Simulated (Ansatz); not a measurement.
Is this As₂Pb structure a true minimum?

The cell was found from a structure generator's guess, not taken from experiment.

Theory: Ansatz 0.2.0, DFT PBE, scalar-relativistic, plane waves, PAW. Cutoff 420 eV; k points 12×12×8 on the computed 3-atom cell (Γ-centred); Gaussian smearing, width 0.10 eV; no spin polarisation.

The cell below (3 atoms, space group P4/mmm (No. 123)) is relaxed within its symmetry.

```
As Pb
1.0
     3.90272    0.00000    0.00000
     0.00000    3.90272    0.00000
     0.00000    0.00000    5.50289
As Pb
2 1
Direct
  0.50000 0.50000 0.70822
  0.50000 0.50000 0.29178
  0.00000 0.00000 0.00000
```

For the test a repeat of it with 6 atoms (edges 3.90, 3.90, 11.01 Å) was strained at random (σ = 1.5 % a component), the atoms were moved at random (σ = 0.15 Å), and all was relaxed again on a coarse 6×6×2 mesh (in the run’s order of axes) with 0.20 eV smearing, with no symmetry imposed.

Spin–orbit coupling, which can matter for Pb, is left out.

Task: Does it come back?

Result: It returns, within 1 meV/atom of the unmoved cell on that mesh and with the same symmetry when read at 0.1 Å (P-1 at 0.01 Å, so small strains and shifts remain). No instability shows in this cell; modes of other wave vectors, which need another repeat, aren't tested.
